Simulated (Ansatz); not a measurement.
An elastic tensor (GPa, Voigt order, standard axes) from the program Ansatz at the PBE level (PAW):

```
 302   138   138   0.0   0.0   0.0
 138   302   138   0.0   0.0   0.0
 138   138   302   0.0   0.0   0.0
 0.0   0.0   0.0  77.6   0.0   0.0
 0.0   0.0   0.0   0.0  77.6   0.0
 0.0   0.0   0.0   0.0   0.0  77.6
```

### Question
Pick the material that matches.
A. V3Si, A15 (Cr3Si type)
B. Al, fcc (Cu type)
C. Au, fcc (Cu type)
D. Si, diamond

### Answer
A, V3Si, A15 (Cr3Si type)

Space group Pm-3n (A15 (Cr3Si type)). Symmetry was held in the PBE relaxation. The final state is ferromagnetic, the only order run, not a proven ground state. As this level gives no gap, shear constants depend on the k-mesh and smearing (Fermi–Dirac, 0.1 eV here).

Potentials: the later of the program's two PAW sets.
